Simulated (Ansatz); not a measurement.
Relaxed Ge (diamond):

```yaml
crystal:
  lattice:
    - [0.00000, 2.83729, 2.83729]
    - [2.83729, 0.00000, 2.83729]
    - [2.83729, 2.83729, 0.00000]
  atoms:
    - { symbol: Ge, position: [0.00000, 0.00000, 0.00000] }
    - { symbol: Ge, position: [0.25000, 0.25000, 0.25000] }
```

In each cell atom 1 (Ge, nearest neighbour Ge at 2.457 Å; its periodic images, 4.0 Å or more away, move with it) moves by s·(-0.577, -0.577, 0.577) (towards the nearest neighbour), the rest being held.

These are r2SCAN (plane waves to 500 eV, PAW, scalar-relativistic; Ansatz, a first-principles code) values and carry that method's errors. k mesh 8×8×8 (Γ-centred), Fermi-Dirac smearing 0.05 eV. The energy includes the smearing's −TS. As the smearing reaches across the gap at some points, energies and forces of such displacements shift with the k mesh and the smearing. Ge was relaxed with its symmetry unable to fall. ΔE is measured from the undisplaced structure.

The scan covers s from -0.250 to 0.250 Å in 11 points.

Problem. Is this a single well or a double well?

Solution. A single well with its minimum at or next to zero displacement.

Problem. Is the energy the same for displacements of ±0.250 Å, and if not, which side lies higher?

Solution. Not even: the positive side lies higher at ±0.250 Å. With its periodic images moving along, the atom's site symmetry in this cell is -43m.

Problem. What force acts on the atom along the line at s = -0.250 Å?

Solution. 1.84 eV/Å.

Problem. What is the energy change at s = 0.250 Å?

Solution. 450 meV/cell.

Problem. What is the force constant k = d²E/ds² of this move at s = 0?

Solution. 11.6 eV/Å².

(A displaced cell: forces are minus the slopes of the energy, force constants its curvatures, and phonons follow from these.)
